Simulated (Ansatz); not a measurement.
Stiffness of ScPd from strained cells

```yaml
crystal:
  lattice:
    - [3.28300, 0.00000, 0.00000]
    - [0.00000, 3.28300, 0.00000]
    - [0.00000, 0.00000, 3.28300]
  atoms:
    - { symbol: Sc, position: [0.50000, 0.50000, 0.50000] }
    - { symbol: Pd, position: [0.00000, 0.00000, 0.00000] }
```

Atoms are numbered in the order listed.

Conventional cell: a = 3.283 Å, b = 3.283 Å, c = 3.283 Å, α = 90.00°, β = 90.00°, γ = 90.00°. Sc (atom 1) has 8 Pd at 2.84 Å as nearest neighbours. Pd (atom 2) is surrounded by 8 Sc at 2.84 Å.

The cell is COD entry 1523179, as deposited and not checked against the literature; nothing was relaxed.

Spin polarisation is left out, and whether a magnetic state lies lower isn't shown here.

Theory: Ansatz 0.2.0, DFT, PBEsol, all-electron LAPW, scalar-relativistic.

The runs use a Γ-centred 12×12×12 k mesh, Fermi–Dirac smearing of 0.05 eV, basis error target 0.25 meV/atom, no spin polarisation.

The unstrained cell is at -1.67 GPa. Large strains and very small stresses are left out. Each strain is applied once, with fractional coordinates held (clamped ions), and σ below is the change of stress, positive in tension. One finite strain gives stress–strain coefficients at this pressure with an error of the order of the strain times third-order constants, a few per cent for each per cent of strain. In a metal the k mesh adds noise of tens of per cent to soft shears.

Problem. With equal xy, yz and zx engineering shear strains of -1 %, the run gives σxy = -0.46 GPa and γxy = 2εxy = -0.0100. Which stiffness follows?

Solution. C44 (clamped ions) = σxy/γxy = 46 GPa.

Problem. Estimate the stiffness probed by this change, and the stress that it gives: equal xy, yz and zx engineering shear strains of +1 %.

Solution. σxy = 0.44 GPa and γxy = 2εxy = 0.0100, so C44 (clamped ions) = σxy/γxy = 44 GPa.

Problem. The two estimates of C44 (clamped ions) differ. Why, and which value is best?

Solution. Finite strains add third-order terms, and in a metal the k mesh adds noise; two strains on one mesh can't tell these apart, so neither value is shown to be the better.
